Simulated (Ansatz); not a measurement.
NbAgO₃ (cubic perovskite, space group No. 221) under volume change, HSE06 (plane waves, PAW; program Ansatz), scaled uniformly.

```
V (Å³/atom)  E − E(relaxed) (meV/atom)  P (GPa)
-----------  -------------------------  -------
11.221                            79.8    25.10
11.590                            33.5    15.33
11.960                             7.9     7.04
12.330                             0.0    -0.01
12.700                             7.1    -6.00
13.070                            27.0   -11.09
13.440                            57.9   -15.41
```

**Question.** What does a third-order Birch–Murnaghan fit give for V₀, B₀ and B′?

**Answer.** V₀ = 12.33 Å³/atom, B₀ = 216 GPa, B′ = 4.4.

Space group Pm-3m (cubic perovskite). The first step of the workflow began from a Materials Project structure, measured or hypothetical; the Crystallography Open Database copy checked does not list it. COD files the formula under space group No. 57, so this cell is another polymorph or a model. Its standing as an ambient phase is unchecked. The cell was relaxed with HSE06 under the symmetry of its start; whether a distortion lowers the energy is not shown. The run is not spin-polarised.

Potentials: the later of the program's two PAW sets.
